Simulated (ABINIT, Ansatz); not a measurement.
Given: the input of a run of Ansatz 0.2.0 on CrN2. The cell comes from a database or a generator and needn't be the stable form of this composition.

File input.yaml:

```yaml
crystal:
  lattice:
    - [3.901786, 0.0, 0.0]
    - [0.0, 4.809512, 0.0]
    - [0.0, 0.0, 2.78417]
  atoms:
    - { symbol: Cr, position: [0.0, 0.0, 0.0], spin: 3.0 }
    - { symbol: Cr, position: [0.5, 0.5, 0.5], spin: 3.0 }
    - { symbol: "N", position: [0.86617, 0.588775, 0.0] }
    - { symbol: "N", position: [0.13383, 0.411225, 0.0] }
    - { symbol: "N", position: [0.36617, 0.911225, 0.5] }
    - { symbol: "N", position: [0.63383, 0.088775, 0.5] }
hamiltonian:
  xc: pbesol
  pseudopotentials: { kind: paw }
magnetization:
  spin_polarized: true
kpoints:
  mp_grid: { grid: [7, 6, 10] }
scf:
  occupations: { method: fermi_dirac, width: 0.05 }
output:
  forces: true
  stress: true
  eigenvalues: true
  write_density: true
  write_potential: true
  elf: true
  volumetric_format: npy
```

Potentials or basis: Ansatz PAW.

Run with:

```console
$ ansatz run input.yaml --threads 1 --pin off --max-ram 3584MiB --backend cpu --events-out ev --progress --plain --runs-dir out
```

Q: Translate it to ABINIT 10.8.3 (patched build). Potentials or basis there: JTH PAW PBE v2.0, cutoff 707 eV.

A: As run (cutoffs and basis follow the program's own potentials, and thresholds, step limits or extra output files can differ):

File run.abi:

```
pp_dirpath "./"
pseudos "Cr.GGA_PBE-JTH.xml, N.GGA_PBE-JTH.xml"

acell 7.3733069369 9.0886604731 5.2613187844
rprim
     1.0000000000     0.0000000000     0.0000000000
     0.0000000000     1.0000000000     0.0000000000
     0.0000000000     0.0000000000     1.0000000000
ntypat 2
znucl 24 7
natom 6
typat 1 1 2 2 2 2
xred
     0.0000000000     0.0000000000     0.0000000000
     0.5000000000     0.5000000000     0.5000000000
     0.8661700000     0.5887750000     0.0000000000
     0.1338300000     0.4112250000     0.0000000000
     0.3661700000     0.9112250000     0.5000000000
     0.6338300000     0.0887750000     0.5000000000
chkprim 0
chksymtnons 0
tolsym 1.0e-6

ecut 26.0
pawecutdg 48.0
pawxcdev 0

kptopt 1
ngkpt 7 6 10
nshiftk 1
shiftk 0.0 0.0 0.0

ixc -116133

nband 31
occopt 3
tsmear 0.05 eV

nsppol 2
spinat
     0.0000000000     0.0000000000     3.0000000000
     0.0000000000     0.0000000000     3.0000000000
     0.0000000000     0.0000000000     0.0000000000
     0.0000000000     0.0000000000     0.0000000000
     0.0000000000     0.0000000000     0.0000000000
     0.0000000000     0.0000000000     0.0000000000

nstep 100
tolvrs 1.0e-9

iomode 3
prtwf 0
prtden 0
prteig 0
prtebands 0
```

Potentials or basis: JTH PAW PBE v2.0.

The run is started by

```sh
$ mpirun --bind-to none -np 4 abinit run.abi > log 2>&1
```

Both were run:

|  | Ansatz | ABINIT |
| --- | --- | --- |
| Pressure | -10.1 GPa | -9.8 GPa |
| Net moment | 4.23 μB per cell | 4.23 μB per cell |

Ansatz's pressure holds a Pulay term of +0.78 GPa for its cutoff of 420 eV, which the other run lacks.

Ansatz's potentials were made for PBE. ABINIT's potentials were made for PBE.

Where Ansatz's input types no cutoff or centring, it takes its own default and a Γ-centred mesh.

The magnetic state is the one that the start led to; the real crystal's order can differ.

The cell lies far from this level's equilibrium.

Pressure is positive in compression.
